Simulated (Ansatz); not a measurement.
The start is a generated cell, Zr built in the beta-W structure type. The cell and all atomic positions are relaxed at zero pressure with PBE (plane waves to 420 eV, PAW, scalar-relativistic; Ansatz, a program for electronic structure). First-step values are on the input's coarse k-mesh.

Ansatz input (later rounds restart from its end on a renewed k-mesh):
Ansatz 0.2 input:
```yaml
crystal:
  lattice:
    - [5.745635, 0, 0]
    - [0, 5.745635, 0]
    - [0, 0, 5.745635]
  atoms:
    - { symbol: Zr, position: [0.25, 0, 0.5] }
    - { symbol: Zr, position: [0.75, 0, 0.5] }
    - { symbol: Zr, position: [0, 0.5, 0.25] }
    - { symbol: Zr, position: [0, 0.5, 0.75] }
    - { symbol: Zr, position: [0.5, 0.25, 0] }
    - { symbol: Zr, position: [0.5, 0.75, 0] }
    - { symbol: Zr, position: [0, 0, 0] }
    - { symbol: Zr, position: [0.5, 0.5, 0.5] }
basis: { ecutwfc: 420, ecutrho_ratio: 4, xc_grid: 2, fft_grid_basis: typed }
kpoints: { mp_grid: { grid: [6, 6, 6] } }
hamiltonian:
  xc: pbe
  dispersion: none
  pseudopotentials: { azcp: { folder: ./paw }, kind: paw }
scf: { occupations: { method: fermi_dirac, width: 0.05 } }
relax: { f_tol: 0.01, max_steps: 100, cell: { stress_tol: 0.02 } }
output: { forces: true, stress: true }
```

| Property | Value |
|---|---|
| Initial pressure | -2.5 GPa (negative: the cell is under tension) |
| Outcome | The space group stays Pm-3n (No. 223) (the run could not lower it), with 8 atoms in the primitive cell |
| Energy released | 0.01 eV/atom |
| Volume change | -3.1 %, from 23.71 to 22.99 Å³/atom |
| Shortest distances (start → end) | The closest pairs of elements (up to four, under 3.6 Å), start → end: Zr–Zr 2.87 → 2.84 Å |
| Band gap at the end | no gap (metallic) |
| Optimiser moves | 5 |

It ends as:

```cif
data_Zr8
_chemical_formula_sum 'Zr8'
_space_group_name_H-M_alt 'Pm-3n'
_space_group_IT_number 223
_space_group_name_Hall '-P 4n 2 3'
_cell_length_a 5.68658
_cell_length_b 5.68658
_cell_length_c 5.68658
_cell_angle_alpha 90.000
_cell_angle_beta 90.000
_cell_angle_gamma 90.000
loop_
_atom_site_label
_atom_site_type_symbol
_atom_site_symmetry_multiplicity
_atom_site_Wyckoff_symbol
_atom_site_fract_x
_atom_site_fract_y
_atom_site_fract_z
_atom_site_occupancy
Zr1 Zr 6 c 0.00000 0.50000 0.25000 1
Zr2 Zr 2 a 0.00000 0.00000 0.00000 1
```

Final values are on a 8×8×8 k-mesh of the relaxed cell. No spin polarisation in the result.

The run could not lower the symmetry of its start; a shaken copy of this end point relaxes with PBE to R32 (No. 155), 0.05 eV/atom lower.

The relaxed structure here is a generated cell of Zr: the first start was made by placing the elements on the sites of a structure type, and the end was not matched to a known phase here, so it may be hypothetical. Known forms of Zr include space group No. 194.
